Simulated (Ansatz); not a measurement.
ZrPt3:
```xyz
4
Lattice="3.9968 0.0000 0.0000 0.0000 3.9968 0.0000 0.0000 0.0000 3.9968" Properties=species:S:1:pos:R:3 pbc="T T T"
Zr     0.0000     0.0000     0.0000
Pt     1.9984     1.9984     0.0000
Pt     0.0000     1.9984     1.9984
Pt     1.9984     0.0000     1.9984
```

This is the PBEsol-relaxed structure.

### Question
All from PBEsol in the plane-wave PAW code Ansatz, unless another level is named. Give the formation energy from the elements (no fitted shifts).

### Answer
-1.06 eV/atom.

### Question
Predict the density of states at the Fermi level.

### Answer
0.10 states/eV per atom (mean over ±0.08 eV).

Space group Pm-3m (Cu3Au type). The first step of the workflow began from a Materials Project structure, measured or hypothetical; the Crystallography Open Database files this formula in space group No. 221, but the cells were not matched. Whether it is the stable phase at ambient conditions was not checked. The cell was relaxed with PBEsol under the symmetry of its start; whether a distortion lowers the energy is not shown. No spin polarisation was allowed. The references are the lowest solids computed at this level, not always the standard phases. Scalar-relativistic: spin–orbit coupling is off unless named, which matters more the heavier the elements.

Potentials: the later of the program's two PAW sets.
